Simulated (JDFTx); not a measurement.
**Report: WSi2(101) in implicit electrolytes**

System: WSi2(101) (I4/mmm bulk; lattice of mp-1620, not re-optimised at this level), 1x1 cell of 9 atoms in 9 planes (Si outermost, slab composition W3Si6), area 13.56 Å² a face, 7.7 Å between the outermost planes in a cell 23.9 Å high; k mesh 8×8×1, Fermi width 0.01 Ha, no spin polarisation. Whether this polymorph is the ambient one wasn't checked.

All numbers are PBE, GBRV ultrasoft potentials, plane waves to 20/100 Ha results from JDFTx (a modified build), not measurements. Outer atoms relaxed in vacuum, keeping the start's symmetry. The same nuclei were then put into each liquid, at zero charge and at set potentials or charges. This is a symmetric, unreconstructed model surface, and the continuum liquid cannot react with it. U vs SHE = −μ/e − 4.44 V throughout (conventional absolute potential of the hydrogen electrode).

In vacuum the work function is 4.95 eV, which would put the uncharged electrode at 0.51 V vs SHE if the liquid did nothing. Each liquid moves the Fermi level of the neutral slab, now counted from the bulk liquid: CANDLE, water, 2 M NaCl by 0.26 eV, to a potential of zero charge of 0.25 V; soft-sphere model, water, 2 M NaCl by 0.97 eV, to a potential of zero charge of -0.46 V. The models of water differ by 0.71 V among themselves.

Charging:

```csv
liquid,U − U_pzc (V),σ (μC/cm²),σ/(U − U_pzc) (μF/cm²),Δγ (mJ/m²)
"CANDLE, water",0.30,3.8,12,-6
"CANDLE, water",0.32,4.0,12,-6
"CANDLE, water",0.90,12.0,13,-52
"soft-sphere model, water",0.31,8.7,28,-14
"soft-sphere model, water",0.61,16.7,27,-52
```

The mean capacitance runs from 12 to 28 μF/cm². Δγ, the grand free energy per area against the neutral surface, is negative throughout, since charging at a held potential lowers it. The cavity function reaches one half at 2.9 Å (CANDLE, water), 1.9 Å (soft-sphere model, water) above the top atoms; the models define their cavities differently. CANDLE's negatively charged runs are left out, as they depend on the cell height. No specific adsorption of ions or solvent is in these numbers.
